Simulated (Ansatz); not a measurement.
**Two-dimensional CaI₂, first-principles data**

CaI2:
```yaml
crystal:
  lattice:
    - [4.49223, 0.00000, 0.00000]
    - [-2.24611, 3.89038, 0.00000]
    - [0.00000, 0.00000, 33.00000]
  atoms:
    - { symbol: I, position: [0.66667, 0.33333, 0.55361] }
    - { symbol: Ca, position: [0.00000, 0.00000, 0.50000] }
    - { symbol: I, position: [0.33333, 0.66667, 0.44639] }
```
The layer is periodic in x and y and isolated along z.

Method: DFT-r²SCAN+D4 in the program Ansatz with PAW potentials. Lattice and atoms are relaxed at this level; other levels are named.

Structure:

```yaml
In-plane lattice: a = 4.492 Å
distance_between_the_outermost_nuclei: 3.54 Å
exfoliation_energy_from_the_relaxed_bulk_parent: 8.1 meV/Å²
```

Electronic structure:

```yaml
band_gap: 4.37 eV (indirect)
valence_band_maximum: at Γ
conduction_band_minimum: at M
Ionisation potential (Kohn–Sham): 7.04 eV
Electron affinity (Kohn–Sham): 2.67 eV
Electron effective mass, in the valley at M: 0.39 along x, 1.7 along y (mₑ)
Hole effective mass, in the valley at Γ: "band 1: 1.5 mₑ; band 2: 0.37 mₑ"
Electron effective mass with spin–orbit coupling, in the valley at M: 0.39 along x, 1.7 along y (mₑ)
Hole effective mass with spin–orbit coupling, in the valley at Γ: 0.54 mₑ
Gap with spin–orbit coupling: 4.03 eV
HSE06 gap on the r²SCAN+D4 cell: 5.01 eV
HSE06 gap with spin–orbit coupling on the r²SCAN+D4 cell: 4.64 eV
HSE06 ionisation potential: 7.40 eV
```

Charges:

```yaml
bader_charges: I -0.76, Ca +1.53 e
```

Space group P-3m1 (1T). The layer was cut from a bulk entry of the Materials Project (measured or hypothetical); whether that bulk phase is the ambient one, and whether the layer has been isolated, was not checked. The cell was relaxed with r²SCAN+D4 under the symmetry of its start; its stability against distortions is not shown here. Spin–orbit coupling is left out wherever it is not named.

Potentials: the later of the program's two PAW sets.
